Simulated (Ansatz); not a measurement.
Consider the following.

Cu3Sb:
```cif
data_Cu3Sb
_chemical_formula_sum 'Sb1 Cu3'
_space_group_name_H-M_alt 'P6/mmm'
_space_group_IT_number 191
_space_group_name_Hall '-P 6 2'
_cell_length_a 4.44688
_cell_length_b 4.44688
_cell_length_c 4.85647
_cell_angle_alpha 90.000
_cell_angle_beta 90.000
_cell_angle_gamma 120.000
loop_
_atom_site_label
_atom_site_type_symbol
_atom_site_symmetry_multiplicity
_atom_site_Wyckoff_symbol
_atom_site_fract_x
_atom_site_fract_y
_atom_site_fract_z
_atom_site_occupancy
Sb1 Sb 1 a 0.00000 0.00000 0.00000 1
Cu1 Cu 1 b 0.00000 0.00000 0.50000 1
Cu2 Cu 2 c 0.33333 0.66667 0.00000 1
```

This is the PBEsol-relaxed structure.

Problem. All from PBEsol (plane waves, PAW; program Ansatz), unless another level is named. Give the electronic character.

Solution. metallic (no gap).

Problem. And the formation energy from the elements (no fitted shifts)?

Solution. 0.52 eV/atom.

Problem. Next, the density of states at the Fermi level?

Solution. 0.16 states/eV per atom (mean over ±0.08 eV).

The start of the workflow was typed in or built on a structure type; neither database checked (COD, Materials Project) lists it. Its standing as an ambient phase is unchecked. The PBEsol relaxation kept the symmetry of its start. At this level the phase is dynamically unstable (imaginary phonons). The run is not spin-polarised. Its formation energy is positive at this level, so the cell may be metastable or incomplete. The references are the lowest solids computed at this level, not always the standard phases. Scalar-relativistic: spin–orbit coupling is off unless named, which matters more the heavier the elements.

Potentials: the earlier of the program's two PAW sets. The files were generated under PBE; for other functionals the program regenerates the frozen cores, and for LDA and PBEsol the local potential too.
